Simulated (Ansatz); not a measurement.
Values for one crystal, relaxed and computed with the program Ansatz at the PBE level (PAW); other levels are named.

```yaml
volume_per_atom: 11.77 Å³
band_gap: 1.54 eV (direct)
Bulk modulus (Birch–Murnaghan fit): 171 GPa
Hole effective mass, band 2 of 3 at the edge: 0.90 along [100], 0.90 along [110], 2.0 along [111] (mₑ)
electron_effective_mass: 0.14 mₑ (isotropic)
conduction_band_minimum: at Γ
Formation energy from the elements (no fitted shifts): -0.43 eV/atom
```

Task: Which of these materials gives this?
A) GaN, zinc blende
B) SiRu, P2_13 (Si on 4a, Ru on 4a)
C) AlN, wurtzite
D) SiC, zinc blende

Result: A, GaN, zinc blende

Space group F-43m (zinc blende). The PBE relaxation kept the symmetry of its start. The references are the lowest solids computed at this level, not always the standard phases (solids in place of the gases). Spin–orbit coupling is left out wherever it is not named.

Potentials: the earlier of the program's two PAW sets.
